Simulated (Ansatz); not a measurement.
CdF2 (fluorite, Fm-3m), a = b = c = 5.482 Å, α = β = γ = 90.00°; the cell used has 3 atoms.

Relaxed with PBE.

Q: Which orbitals make up the states near the band edges in PBE (plane waves, PAW; program Ansatz)?

A: Top 1 eV of the valence band: F 2p 89 %, Cd 4d 10 %. Bottom 1 eV of the conduction band: Cd 5s 77 %, F 2s 13 %, F 2p 9 %. Projections are on Löwdin-orthogonalised atomic valence shells; empty p or d shells of many metals are not among them.

Q: Tabulate the density of states.

A: States/eV per cell of 3 atoms, in 0.25 eV bins, energy from the valence-band maximum.

```
E (eV)  total   F 2p  Cd 4d  Cd 5s
------  -----  -----  -----  -----
-5.61    0.00   0.00   0.00   0.00
-5.36    2.17   0.46   1.70   0.00
-5.11   10.73   2.03   8.63   0.05
-4.86    4.82   0.64   4.15   0.01
-4.61    9.82   0.67   9.08   0.03
-4.36   12.46   0.31  12.07   0.01
-4.11    0.00   0.00   0.00   0.00
-3.86    0.00   0.00   0.00   0.00
-3.61    0.00   0.00   0.00   0.00
-3.36    0.38   0.26   0.05   0.06
-3.11    3.03   2.15   0.36   0.51
-2.86    1.80   1.36   0.12   0.29
-2.61    1.71   1.40   0.08   0.18
-2.36    2.93   2.49   0.28   0.09
-2.11    3.66   3.19   0.34   0.05
-1.86    4.41   3.95   0.32   0.04
-1.61    4.05   3.71   0.24   0.02
-1.36    3.49   3.16   0.23   0.03
-1.11    2.52   2.27   0.18   0.02
-0.86    1.68   1.49   0.14   0.02
-0.61    3.02   2.61   0.38   0.01
-0.36   11.67  10.43   1.17   0.00
-0.11    3.65   3.30   0.33   0.00
0.14     0.00   0.00   0.00   0.00
0.39     0.00   0.00   0.00   0.00
0.64     0.00   0.00   0.00   0.00
0.89     0.00   0.00   0.00   0.00
1.14     0.00   0.00   0.00   0.00
1.39     0.00   0.00   0.00   0.00
1.64     0.00   0.00   0.00   0.00
1.89     0.00   0.00   0.00   0.00
2.14     0.00   0.00   0.00   0.00
2.39     0.00   0.00   0.00   0.00
2.64     0.00   0.00   0.00   0.00
2.89     0.00   0.00   0.00   0.00
3.14     0.03   0.00   0.00   0.02
3.39     0.05   0.00   0.00   0.04
3.64     0.08   0.01   0.00   0.06
3.89     0.10   0.01   0.00   0.07
4.14     0.12   0.02   0.00   0.09
4.39     0.15   0.02   0.00   0.11
4.64     0.18   0.03   0.00   0.13
4.89     0.21   0.04   0.00   0.16
5.14     0.25   0.04   0.00   0.18
5.39     0.29   0.05   0.00   0.21
5.64     0.34   0.06   0.00   0.25
5.89     0.40   0.07   0.00   0.29
6.14     0.46   0.09   0.00   0.35
6.39     0.58   0.11   0.00   0.43
6.64     0.76   0.15   0.00   0.57
6.89     1.07   0.21   0.00   0.82
7.14     1.09   0.21   0.00   0.84
7.39     1.21   0.23   0.00   0.94
7.64     0.64   0.12   0.00   0.50
```

Symmetry was held in the PBE relaxation. Spin–orbit coupling is left out wherever it is not named.

Potentials: the earlier of the program's two PAW sets.
